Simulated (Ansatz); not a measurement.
Consider the following.

OsC:
```cif
data_COs
_chemical_formula_sum 'Os1 C1'
_space_group_name_H-M_alt 'Pm-3m'
_space_group_IT_number 221
_space_group_name_Hall '-P 4 2 3'
_cell_length_a 2.66628
_cell_length_b 2.66628
_cell_length_c 2.66628
_cell_angle_alpha 90.000
_cell_angle_beta 90.000
_cell_angle_gamma 90.000
loop_
_atom_site_label
_atom_site_type_symbol
_atom_site_symmetry_multiplicity
_atom_site_Wyckoff_symbol
_atom_site_fract_x
_atom_site_fract_y
_atom_site_fract_z
_atom_site_occupancy
Os1 Os 1 a 0.00000 0.00000 0.00000 1
C1 C 1 b 0.50000 0.50000 0.50000 1
```

This is the PBEsol-relaxed structure.

### Question
All from DFT-PBEsol in the program Ansatz with PAW potentials, unless another level is named. Estimate the electronic character.

### Answer
metallic (no gap).

### Question
Give the formation energy from the elements (no fitted shifts).

### Answer
1.37 eV/atom.

### Question
What about the density of states at the Fermi level?

### Answer
0.50 states/eV per atom (mean over ±0.08 eV).

### Question
Predict the gap with spin–orbit coupling.

### Answer
none (metallic).

A made-up cell: these elements were put on the sites of a structure type; neither database checked (COD, Materials Project) lists it. Whether it is the stable phase at ambient conditions was not checked. The cell was relaxed with PBEsol under the symmetry of its start. At this level the phase is dynamically unstable (imaginary phonons). No spin polarisation was allowed. The references are the lowest solids computed at this level, not always the standard phases. Spin–orbit coupling is left out wherever it is not named.

Potentials: the later of the program's two PAW sets.
